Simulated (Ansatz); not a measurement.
Cs (bcc, W type)

```
CELL_PARAMETERS angstrom
     -3.07841     3.07841     3.07841
      3.07841    -3.07841     3.07841
      3.07841     3.07841    -3.07841
ATOMIC_POSITIONS crystal
  Cs 0.00000 0.00000 0.00000
```

E(V) scan at fixed shape, V₀ the volume above. Symmetry pins the atoms to their sites.

All values below come from PBE (plane waves to 420 eV, PAW, scalar-relativistic; Ansatz, a first-principles code). k mesh 11×11×11 (Γ-centred), Fermi-Dirac smearing 0.05 eV. E stands for the smeared free energy. Cs was relaxed with its symmetry unable to fall. The PAW data are Ansatz's earlier set. ΔE is measured from the relaxed starting cell. The last digit holds for this mesh only.

```tsv
V (Å³/atom)	ΔE (meV/atom)
105.022	8.3
107.356	5.1
109.690	2.8
112.023	1.2
114.357	0.3
116.691	0.0
119.025	0.3
121.359	1.1
123.693	2.4
126.026	4.1
128.360	6.2
```

Question: What bulk modulus B₀ follows from a third-order Birch-Murnaghan fit?

Answer: 2.0 GPa.

Question: What is the fitted pressure derivative B₀′?

Answer: 3.5.

(A scan under strain: stresses follow from slopes of the energy per volume, elastic moduli from its curvatures.)
